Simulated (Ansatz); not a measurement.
Q: Name crystals whose computed values (plane-wave PAW PBEsol (Ansatz code)) fall in these windows: G_Hill (GPa) 1.1 to 1.5; Θ_D (K) 78 to 110; B₀ by P(V) fit (GPa) 3.0 to 4.3.

A: 

```csv
crystal,G_Hill (GPa),Θ_D (K),B₀ by P(V) fit (GPa)
"K, bcc (W type)",1.3,95.7,3.7
```
Others may fit too.

The cell was relaxed under the symmetry of its start.

Potentials: the later of the program's two PAW sets.
